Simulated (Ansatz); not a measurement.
SnMo$_{2}$C:
```
CELL_PARAMETERS angstrom
      3.19158     0.00000     0.00000
     -1.59579     2.76399     0.00000
      0.00000     0.00000    13.51519
ATOMIC_POSITIONS crystal
  Sn 0.33333 0.66667 0.75000
  Sn 0.66667 0.33333 0.25000
  Mo 0.33333 0.66667 0.08046
  Mo 0.66667 0.33333 0.58046
  Mo 0.66667 0.33333 0.91954
  Mo 0.33333 0.66667 0.41954
  C  0.00000 0.00000 0.00000
  C  0.00000 0.00000 0.50000
```

Relaxed with PBE.

Q: Which orbitals make up the states near the Fermi level in plane-wave PAW PBE (Ansatz code)?

A: Within 0.5 eV of the Fermi level: Mo 4d 83 %, Sn 5p 8 %. Projections are on Löwdin-orthogonalised atomic valence shells; empty p or d shells of many metals are not among them.

Q: Tabulate the density of states.

A: States/eV per cell of 8 atoms, in 0.25 eV bins, energy from the Fermi level.

| E (eV) | total | Mo 4d | C 2p | Sn 5p |
|---|---|---|---|---|
| -7.85 | 0.90 | 0.17 | 0.04 | 0.20 |
| -7.60 | 0.96 | 0.19 | 0.04 | 0.19 |
| -7.35 | 1.08 | 0.24 | 0.07 | 0.18 |
| -7.10 | 1.54 | 0.39 | 0.17 | 0.18 |
| -6.85 | 1.54 | 0.46 | 0.20 | 0.15 |
| -6.60 | 3.28 | 1.25 | 0.89 | 0.23 |
| -6.35 | 4.82 | 1.89 | 1.65 | 0.28 |
| -6.10 | 4.81 | 1.86 | 1.88 | 0.23 |
| -5.85 | 4.28 | 1.77 | 1.78 | 0.15 |
| -5.60 | 3.29 | 1.52 | 1.39 | 0.09 |
| -5.35 | 4.85 | 2.28 | 2.04 | 0.15 |
| -5.10 | 11.86 | 5.73 | 5.13 | 0.39 |
| -4.85 | 4.16 | 1.78 | 1.96 | 0.20 |
| -4.60 | 7.21 | 2.81 | 3.42 | 0.67 |
| -4.35 | 1.77 | 0.51 | 0.51 | 0.61 |
| -4.10 | 1.97 | 0.70 | 0.24 | 0.84 |
| -3.85 | 4.29 | 2.83 | 0.20 | 0.93 |
| -3.60 | 7.12 | 4.88 | 0.20 | 1.55 |
| -3.35 | 7.28 | 4.68 | 0.30 | 1.85 |
| -3.10 | 7.72 | 4.16 | 0.45 | 2.53 |
| -2.85 | 7.52 | 4.22 | 0.39 | 2.34 |
| -2.60 | 2.86 | 2.18 | 0.09 | 0.44 |
| -2.35 | 1.96 | 1.60 | 0.04 | 0.23 |
| -2.10 | 2.06 | 1.75 | 0.03 | 0.21 |
| -1.85 | 3.42 | 3.02 | 0.05 | 0.27 |
| -1.60 | 2.78 | 2.25 | 0.08 | 0.34 |
| -1.35 | 5.39 | 4.37 | 0.17 | 0.63 |
| -1.10 | 4.04 | 3.15 | 0.21 | 0.44 |
| -0.85 | 3.70 | 2.90 | 0.20 | 0.38 |
| -0.60 | 4.55 | 3.68 | 0.21 | 0.42 |
| -0.35 | 6.60 | 5.62 | 0.21 | 0.50 |
| -0.10 | 5.57 | 4.53 | 0.23 | 0.48 |
| 0.15 | 5.28 | 4.32 | 0.27 | 0.36 |
| 0.40 | 5.86 | 4.81 | 0.29 | 0.41 |
| 0.65 | 5.43 | 4.49 | 0.21 | 0.41 |
| 0.90 | 5.23 | 4.28 | 0.24 | 0.45 |
| 1.15 | 8.64 | 7.29 | 0.30 | 0.62 |
| 1.40 | 5.76 | 4.36 | 0.26 | 0.71 |
| 1.65 | 6.57 | 4.81 | 0.27 | 1.02 |
| 1.90 | 4.16 | 2.88 | 0.17 | 0.69 |
| 2.15 | 5.67 | 3.78 | 0.25 | 0.80 |
| 2.40 | 4.90 | 2.66 | 0.57 | 0.82 |
| 2.65 | 3.98 | 1.94 | 0.62 | 0.68 |
| 2.90 | 4.73 | 2.22 | 0.82 | 0.69 |
| 3.15 | 4.80 | 2.20 | 0.96 | 0.62 |
| 3.40 | 4.84 | 2.14 | 1.04 | 0.74 |
| 3.65 | 4.56 | 1.93 | 0.97 | 0.72 |
| 3.90 | 5.03 | 2.01 | 1.06 | 0.70 |
| 4.15 | 5.45 | 2.05 | 1.04 | 0.78 |
| 4.40 | 5.69 | 1.98 | 0.98 | 0.86 |
| 4.65 | 5.70 | 1.91 | 1.15 | 0.84 |

Space group P6_3/mmc. The start of the workflow was typed in or built on a structure type; neither database checked (COD, Materials Project) lists it. Its standing as an ambient phase is unchecked. The cell was relaxed with PBE under the symmetry of its start; whether a distortion lowers the energy is not shown. The run is not spin-polarised. Spin–orbit coupling is left out wherever it is not named.

Potentials: the earlier of the program's two PAW sets.
